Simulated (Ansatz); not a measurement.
Relaxing a structure of PtSe2

The start is a generated cell, PtSe2 built in the marcasite structure type. A full variable-cell relaxation at zero pressure is run with r2SCAN (plane waves to 500 eV, PAW, scalar-relativistic; Ansatz, a program for electronic structure). The first steps use a coarse 5×4×6 k-mesh.

Input geometry:
```
PtSe2
1.0
    5.07398     0.00000     0.00000
    0.00000     6.19276     0.00000
    0.00000     0.00000     3.86594
Pt Se
2 4
Direct
  0.00000   0.00000   0.00000
  0.50000   0.50000   0.50000
  0.20040   0.37870   0.00000
  0.70040   0.12130   0.50000
  0.29960   0.87870   0.50000
  0.79960   0.62130   0.00000
```

- Initial pressure: +4 GPa (positive: the cell is compressed)
- Largest initial force: about 0.4 eV/Å, on Se3, Se4, Se5, Se6 (atoms numbered as listed)
- Outcome: The space group stays Pnnm (No. 58) (the run could not lower it), with 6 atoms in the primitive cell
- Volume change: +3.8 %, from 20.25 to 21.01 Å³/atom
- Shortest distances (start → end): The closest pairs of elements (up to four, under 3.6 Å), start → end: Pt–Se 2.56 → 2.53 Å; Se–Se 2.53 → 3.02 Å
- Band gap at the end: no gap (metallic)
- Optimiser moves: 17

The end point of the relaxation:

```cif
data_Pt2Se4
_chemical_formula_sum 'Pt2 Se4'
_space_group_name_H-M_alt 'Pnnm'
_space_group_IT_number 58
_space_group_name_Hall '-P 2 2n'
_cell_length_a 5.52588
_cell_length_b 5.91042
_cell_length_c 3.85987
_cell_angle_alpha 90.000
_cell_angle_beta 90.000
_cell_angle_gamma 90.000
loop_
_atom_site_label
_atom_site_type_symbol
_atom_site_symmetry_multiplicity
_atom_site_Wyckoff_symbol
_atom_site_fract_x
_atom_site_fract_y
_atom_site_fract_z
_atom_site_occupancy
Pt1 Pt 2 a 0.00000 0.00000 0.00000 1
Se1 Se 4 g 0.23746 0.62640 0.00000 1
```

Final values are on a 9×8×12 k-mesh of the relaxed cell. No spin polarisation in the result.

The run could not lose the symmetry of its start: the end is stationary, and may be a saddle point rather than a minimum.

The relaxed structure here is a generated cell of PtSe2: the first start was made by placing the elements on the sites of a structure type, and the end was not matched to a known phase here, so it may be hypothetical. Known forms of PtSe2 include space group No. 164.
